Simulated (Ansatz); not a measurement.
# SnPb3O4 (I4mm) at 2 levels of theory

One geometry, relaxed with PBE; plane waves with PAW potentials in Ansatz, scalar-relativistic. No spin polarisation. Gaps are the least over mesh and band path; pressure is positive in compression.

```
Sn Pb O
1.0
    -2.83052    2.83052    5.41968
     2.83052   -2.83052    5.41968
     2.83052    2.83052   -5.41968
Sn Pb O
1 3 4
Direct
  0.85057 0.85057 0.00000
  0.63816 0.13816 0.50000
  0.13816 0.63816 0.50000
  0.36271 0.36271 0.00000
  0.99718 0.99718 0.48916
  0.50802 0.50802 0.51084
  0.99718 0.50802 0.00000
  0.50802 0.99718 0.00000
```

```
level  cutoff (eV)  k mesh  gap (eV)  pressure (GPa)
  PBE          420   8×8×8      1.33             0.0
```

Problem. What comes out on the same cell with r2SCAN?

Solution.
| level | cutoff (eV) | k mesh | gap (eV) | pressure (GPa) |
| --- | --- | --- | --- | --- |
| r2SCAN | 500 | 8×8×8 | 1.61 | -3.1 |

Spin-orbit coupling matters for the bands of heavy elements and is left out. The cell holds layers, chains or molecules and no dispersion correction was added, so their binding is poorly described.

The structure comes from a generated guess; another structure or a mixture of phases may lie lower.
